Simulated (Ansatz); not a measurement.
input.yaml

```yaml
crystal:
  lattice:
    - [2.1814078306, -4.5871526949, 0.0]
    - [2.1814078306, 4.5871526949, 0.0]
    - [0.0, 0.0, 4.2135812282]
  atoms:
    - { symbol: Li, position: [0.5875557383, 0.4124442617, 0.75] }
    - { symbol: Li, position: [0.4124442617, 0.5875557383, 0.25] }
    - { symbol: Li, position: [0.2413886733, 0.7586113267, 0.75] }
    - { symbol: Li, position: [0.7586113267, 0.2413886733, 0.25] }
    - { symbol: Ga, position: [0.9216367773, 0.0783632227, 0.75] }
    - { symbol: Ga, position: [0.0783632227, 0.9216367773, 0.25] }
basis:
  ecutwfc: 420
kpoints:
  mp_grid: { grid: [10, 10, 8] }
hamiltonian:
  xc: pbesol
scf:
  occupations: { method: gaussian, width: 0.1 }
output:
  forces: true
  stress: true
  eigenvalues: true
relax:
  adjacent_minimum: "off"
  f_tol: 0.01
  max_steps: 30
  cell: { stress_tol: 0.1, fix: [volume] }
```

Launched with
```bash
ansatz run input.yaml --threads 1 --pin off --max-ram 2560MiB --backend cpu --events-out ev --progress --plain --runs-dir out
```

The calculation used Ansatz 0.2.0, DFT PBEsol, scalar-relativistic, plane waves, PAW.

Part of what the program printed, abridged (final results; tables in files aren't shown):

```
SCF 4 converged in 5 iterations: F = -8300.197985 eV  dr2 = 2.53e-11
SCF converged after 5 iterations
Free energy (F): -8300.197985 eV
Harris-Foulkes:  -8300.197985 eV  (|F-HF|=9.09e-12)
Internal energy: -8300.189222 eV  (E = F + TS)
E sigma→0 (E₀):  -8300.193604 eV
Entropy (-TS):   -0.008763 eV (-1.460 meV/atom)
Fermi energy:    5.782593 eV
--- Per-component energies (eV) ---
  E_band       = -461.390870
  E_kinetic    = 323.299874
  E_local      = -4740.712728  (includes V_loc(G=0)·N_el)
  E_nonlocal   = 714.091893
  E_hartree    = 2137.918500
  E_xc         = -182.045430
  E_vxc        = -174.512045  (∫ρ·V_xc dr)
  E_paw        = -3971.664397  (= ΣΔE_a)
  E_vpaw       = -859.394646  (= ΣTr[D̂ρ^β])
  E_aug_tail   = -0.000165  (compensation charges beyond the density's cutoff)
  E_ewald      = -2582.802725
  E_core_change = 1.725956  (= ΣΔE_core)
  E_smearing   = -0.008763  (= −TS)
--- Forces (eV/Å), atoms counted from 1 ---
  atom   1  Li     0.00000000    -0.00092663     0.00000000
  atom   2  Li     0.00000000     0.00092663     0.00000000
  atom   3  Li     0.00000000     0.00085044     0.00000000
  atom   4  Li     0.00000000    -0.00085044     0.00000000
  atom   5  Ga     0.00000000    -0.00131902     0.00000000
  atom   6  Ga     0.00000000     0.00131902     0.00000000
--- Stress (GPa, compression-positive) ---
        2.445500       0.000000       0.000000
        0.000000       2.442807       0.000000
        0.000000       0.000000       2.446740
  P = ⅓ Tr σ = 2.4450 GPa (24.450 kbar)
--- Band table (eV; the first three rows and the last of 155) ---
  k-point 0: bands = ["-39.5569", "-39.5220", "-39.3014", "-39.2910", "-8.7399", "-8.6668", "-8.6381", "-8.6047", "-8.5584", "-8.5020", "-8.4460", "-8.4198", "-8.4114", "-8.3509", "-2.7192", "2.8944", "4.3445", "4.8407", "5.5004", "6.8154", "7.8896", "8.6977", "9.0687", "11.4968", "11.8928"]
  k-point 1: bands = ["-39.5554", "-39.5232", "-39.3011", "-39.2916", "-8.7484", "-8.6683", "-8.6148", "-8.6086", "-8.5640", "-8.4939", "-8.4437", "-8.4367", "-8.4199", "-8.3364", "-2.6027", "2.3757", "4.3915", "4.9015", "5.6374", "6.9357", "8.5547", "8.6242", "8.8065", "10.6916", "11.7464"]
  k-point 2: bands = ["-39.5512", "-39.5265", "-39.3003", "-39.2930", "-8.7545", "-8.6757", "-8.6150", "-8.5782", "-8.5718", "-8.4771", "-8.4756", "-8.4325", "-8.4217", "-8.3253", "-2.2530", "1.2833", "4.6217", "5.0699", "6.0431", "7.2833", "8.1382", "8.2673", "9.7237", "9.8344", "10.5013"]
  k-point 154: bands = ["-39.5379", "-39.5379", "-39.2975", "-39.2975", "-8.7213", "-8.7213", "-8.6010", "-8.6010", "-8.5205", "-8.5205", "-8.4448", "-8.4448", "-8.3689", "-8.3689", "-0.4633", "-0.4633", "2.9702", "2.9702", "6.3836", "6.3836", "9.1722", "9.1722", "13.3508", "13.3508", "13.4364"]
--- Relaxed structure (3 steps of the walk, 3 accepted, 1 SCFs on fresh bases) ---
  F+E_penalty+E_count = -8300.19798522 eV   max|allowed force component| = 1.319e-3 eV/Å   (the final SCF, on the basis selected at the relaxed cell)
  cell:  # Å, volume = 84.3260 Å³
    - [2.17903424, -4.58183191, 0.0]
    - [2.17903424, 4.58183191, 0.0]
    - [0.0, 0.0, 4.22306947]
  atoms:
    - { symbol: Li, position: [0.58823647, 0.41176352, 0.75000000] }
    - { symbol: Li, position: [0.41176352, 0.58823647, 0.25] }
    - { symbol: Li, position: [0.24181121, 0.75818878, 0.75000000] }
    - { symbol: Li, position: [0.75818878, 0.24181121, 0.25] }
    - { symbol: Ga, position: [0.92090833, 0.07909166, 0.75000000] }
    - { symbol: Ga, position: [0.07909166, 0.92090833, 0.25] }
```

The relaxation met its thresholds.

Time: 74 s on 1 thread of Arm Neoverse V2, with other jobs on the host, peak memory 0.54 GiB.